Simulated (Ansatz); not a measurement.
In DFT-PBE in the program Ansatz with PAW potentials, AlP in the hexagonal phase (P6_422; Al on 3c, P on 3d) relaxes to a = 3.851 Å, c = 8.690 Å. Against the elements it lies at -0.42 eV/atom, with no fitted shifts.

The Kohn–Sham gap is 0.95 eV (indirect). The valence maximum lies at Γ and the conduction minimum at M (3 equivalent valleys). The electron mass is 0.15, 0.41, 1.4 mₑ (principal values). The hole mass is 0.15, 7.4, 7.4 mₑ (principal values).

An equation-of-state fit gives a bulk modulus of 90.3 GPa.

The start of the workflow was typed in or built on a structure type; neither database checked (COD, Materials Project) lists it. It is not the phase usual at ambient conditions (space group No. 216). The cell was relaxed with PBE under the symmetry of its start; whether a distortion lowers the energy is not shown. Point labels and valley counts follow the cell and symmetry of the run, lower than the named group. The references are the lowest solids computed at this level, not always the standard phases.

Potentials: the later of the program's two PAW sets.
